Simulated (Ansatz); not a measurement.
Hf:
```xyz
2
Lattice="3.1604 0.0000 0.0000 -1.5802 2.7370 0.0000 0.0000 0.0000 4.9956" Properties=species:S:1:pos:R:3 pbc="T T T"
Hf     0.0000     1.8247     1.2489
Hf     1.5802     0.9123     3.7467
```

Relaxed with PBEsol. Special points in fractions of this cell's reciprocal vectors: Γ (0.000, 0.000, 0.000); M (0.500, 0.000, 0.000); K (0.333, 0.333, 0.000); A (0.000, 0.000, 0.500); L (0.500, 0.000, 0.500); H (0.333, 0.333, 0.500).

Task: List the band energies nearest the Fermi level at these points for PBEsol (plane waves, PAW; program Ansatz).

Result: In eV from the Fermi level; about four levels below and three above (degenerate sets whole), none deeper than 8.9 eV; points with the same levels are listed once.

```tsv
k	below	above
Γ	-7.51 -3.83	0.79 1.16 1.16
M	-3.43 -2.89 -2.35 -0.74	0.74 0.91 1.72
K	-2.28 -1.83 -1.83 -1.47	0.36 0.36 2.10
A	-5.47 -5.47	0.14 0.14 1.04 1.04 1.04 1.04
L	-3.54 -3.54 -1.06 -1.06	1.31 1.31 2.70 2.70
H	-1.52 -1.52 -0.16 -0.16	2.56 2.56 5.23 5.23
```

Space group P6_3/mmc (hcp (Mg type)). The cell was relaxed with PBEsol under the symmetry of its start; of distortions, only those at the zone centre were tested. No spin polarisation was allowed. Scalar-relativistic: spin–orbit coupling is off unless named, which matters more the heavier the elements.

Potentials: the earlier of the program's two PAW sets.
